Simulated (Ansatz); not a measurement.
Method: PBE, no spin polarisation; PAW, plane waves to 420 eV, 5×5×5 Γ-centred mesh, gaussian occupations (width 0.0143 eV) (Ansatz 0.2.0), atoms fixed.

Computed maps in the lattice plane spanned by a (left to right, 5.96 Å, 18 points from zero) and b (bottom to top, 5.96 Å, 18 points from zero), 120° apart, at height 0.000 along c. The fields are smooth PAW ones with compensation charges, not the true ones near nuclei.

Valence density. Digits on a logarithmic scale: 0 up to 0.03 e/Å³, each further digit a factor of 1.6, 9 from 1.3 e/Å³ up:
```
333346999999643333
333456999996543333
334456899865443333
445555666555544333
566655555566654444
899865456899865456
999965569999965569
999965699999965699
999855899999855899
999656999999656999
996556999996556999
865456899865456899
544445666555555666
433344555566655554
333334456899865443
333334569999965433
333334699999964333
333345899999854333
```

Question: The cell is Y3Sb2Au3. Which atoms lie within 0.2 Å of this plane, and where (fractions of a and b)?

Answer: Au at (0.50, 0.00), Au at (0.00, 0.50), Au at (0.50, 0.50). The whole cell:
```xyz
8
Lattice="5.9601 0.0000 0.0000 -2.9800 5.1616 0.0000 -2.9800 1.7205 6.8980" Properties=species:S:1:pos:R:3 pbc="T T T"
Y     0.0000    3.4411    3.4490
Au    2.9800    0.0000    0.0000
Au   -1.4900    2.5808    0.0000
Au    1.4900    2.5808    0.0000
Sb   -2.9800    5.1616    5.0141
Sb    2.9800    1.7205    1.8838
Y    -2.9800    5.1616    1.6700
Y     2.9800    1.7205    5.2280
```

Origin: a known structure type with other elements, at an estimated volume, so it need not be a known compound. Caveats: many states at the Fermi level without spin polarisation, so a magnetic state may lie lower; atoms or cell far from equilibrium.
